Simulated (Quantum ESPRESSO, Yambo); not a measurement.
**BaTiO$_{3}$: DFT and GW levels**

Space group Amm2 (No. 38); a = 3.9833 Å, b = 5.7252 Å, c = 5.7507 Å, α = β = γ = 90.00°

```
atom  site  symmetry       x       y       z
----  ----  --------  ------  ------  ------
O       4e       m..  0.5000  0.2565  0.2349
O       2a       mm2  0.0000  0.0000  0.4882
Ti      2b       mm2  0.5000  0.5000  0.0185
Ba      2a       mm2  0.0000  0.0000  0.0034
```
(The calculation used a cell of 5 atoms; values per cell refer to that cell.)

The geometry is that of Materials Project entry mp-5777, symmetrised and not relaxed again.

Starting point: PBEsol (Quantum ESPRESSO, PseudoDojo norm-conserving, 84 Ry, no spin-orbit coupling). G0W0 in Yambo: 4×4×4 Γ-centred k mesh, bands 2 to 128 and a 8 Ry block in the screening, 128 bands in G with the Bruneval-Gonze terminator, plasmon pole fitted at 27.2 eV.

```yaml
PBEsol gap along the band path: 2.17 eV
PBEsol gap between the mesh's edge points ((-0.5, -0.5, -0.5) → Γ): 2.17 eV
G0W0 gap between the same points: 3.79 eV
PBEsol smallest direct gap on the mesh (at Γ): 2.56 eV
G0W0 direct gap at that point: 4.20 eV
```

| k point | band | E PBEsol (eV) | E QP (eV) | shift (eV) | Z |
|---|---|---|---|---|---|
| Γ | VB | -0.39 | -0.76 | -0.37 | 0.77 |
| Γ | CB | 2.17 | 3.44 | 1.27 | 0.78 |
| (0, 0, -0.5) | VB | -0.76 | -1.16 | -0.40 | 0.77 |
| (0, 0, -0.5) | CB | 2.37 | 3.68 | 1.31 | 0.78 |
| (0, -0.5, -0.5) | VB | -0.22 | -0.62 | -0.40 | 0.77 |
| (0, -0.5, -0.5) | CB | 3.72 | 5.14 | 1.42 | 0.75 |
| (-0.5, 0, 0) | VB | -1.01 | -1.44 | -0.43 | 0.77 |
| (-0.5, 0, 0) | CB | 2.53 | 3.84 | 1.31 | 0.78 |
| (-0.5, 0, -0.5) | VB | -0.05 | -0.43 | -0.38 | 0.77 |
| (-0.5, 0, -0.5) | CB | 3.76 | 5.18 | 1.42 | 0.75 |
| (-0.5, -0.5, -0.5) | VB | 0.00 | -0.35 | -0.35 | 0.77 |
| (-0.5, -0.5, -0.5) | CB | 4.26 | 5.69 | 1.43 | 0.74 |

Energies count from the PBEsol valence-band maximum.

Nearest settings tried, and what they do to the gap: 84 bands in G: -16 meV; 52 bands in W, 52 bands in G: +8 meV; 3 Ry block (37 vectors against 175): +366 meV. Not varied: mesh. So the settings aren't converged at that level.

This is not the ordinary phase of the substance.
